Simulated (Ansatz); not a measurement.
Cu Kα1 powder pattern (kinematic, no thermal factors).
```csv
2θ (°),relative intensity,assignment
14.38,26,1 1 1
23.59,100,2 2 0
27.74,18,3 1 1
29.00,6,2 2 2
33.61,35,4 0 0
36.73,9,3 3 1
41.47,40,4 2 2
44.12,7,5 1 1
48.27,21,4 4 0
50.63,7,5 3 1
54.40,26,6 2 0
56.58,3,5 3 3
60.10,6,4 4 4
62.15,4,7 1 1
65.48,27,6 4 2
67.44,5,7 3 1
70.65,3,8 0 0
72.54,1,7 3 3
75.66,12,8 2 2
77.50,3,7 5 1
80.55,8,8 4 0
82.37,3,9 1 1
85.38,8,6 6 4
87.18,2,9 3 1
```

The pattern is computed from a structure relaxed with Ansatz 0.2.0, DFT PBE, scalar-relativistic, plane waves, PAW. No spin polarisation. Its elements are Ba, C, Mg, N, Os.

Problem. Give the structure.

Solution. Ba₂MgOsC₆N₆.
Space group Fm-3m (No. 225). a = 10.658 Å, b = 10.658 Å, c = 10.658 Å, α = 90.00°, β = 90.00°, γ = 90.00°
```csv
atom,site,symmetry,x,y,z
Ba,8c,-43m,0.2500,0.7500,0.7500
Mg,4b,m-3m,0.5000,0.0000,0.0000
Os,4a,m-3m,0.0000,0.0000,0.0000
C,24e,4m.m,0.1892,0.0000,0.0000
N,24e,4m.m,0.3000,0.0000,0.0000
```

A pattern alone doesn't exclude other cells with like lines; this is the one computed.

The cell was found from a structure generator's guess, not taken from experiment.
